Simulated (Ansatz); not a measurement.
## HfIr3: do energies and stresses tell the same story?

These are results of Ansatz, DFT r2SCAN, scalar-relativistic, plane waves, PAW, not measurements.

Cutoff 500 eV; k points 12×12×12 on the computed 4-atom cell (Γ-centred); Gaussian smearing, width 0.10 eV; no spin polarisation.

Relaxed cell: Pm-3m, a = 3.942 Å, b = 3.942 Å, c = 3.942 Å, α = 90.00°, β = 90.00°, γ = 90.00°, 4 atoms in the primitive cell. Whether it is the stable form of this composition wasn't checked.

Energies at zero smearing and pressures from the stress tensor, at volumes with shape and atoms relaxed:
```
V (Å³/atom) E − E(first) (meV/atom) P (GPa)
     14.397                     0.00    21.44
     14.856                   -44.31     9.81
     15.316                   -57.95     0.01
     15.775                   -45.75    -8.26
     16.235                   -11.77   -15.21
```

Question: Check P = −dE/dV between neighbouring volumes, and get the bulk modulus from the pressures alone.

Answer: With 1 eV/Å³ = 160.2 GPa:
```json
{"middle V (Å³/atom)": "14.627", "−ΔE/ΔV (GPa)": "15.452", "mean P (GPa)": "15.626"}
{"middle V (Å³/atom)": "15.086", "−ΔE/ΔV (GPa)": "4.757", "mean P (GPa)": "4.908"}
{"middle V (Å³/atom)": "15.546", "−ΔE/ΔV (GPa)": "-4.255", "mean P (GPa)": "-4.125"}
{"middle V (Å³/atom)": "16.005", "−ΔE/ΔV (GPa)": "-11.847", "mean P (GPa)": "-11.732"}
```

The two differ by 0.17 GPa at most. The mean of two end pressures misses the average over a step by about ΔV² P″/12, up to 0.17 GPa here; with that taken off 0.01 GPa remains. Around V = 15.316 Å³/atom, the two neighbours give B = −V ΔP/ΔV = 15.316 × 18.07 / 0.919 = 301.1 GPa, against B0 = 299.6 GPa from the Birch–Murnaghan fit of the energies.

Spin–orbit coupling is left out, which can shift energies with elements as heavy as these.

Cost: 6 runs of about 6.5 core-minutes in all, on Arm Neoverse V1 (shared hosts).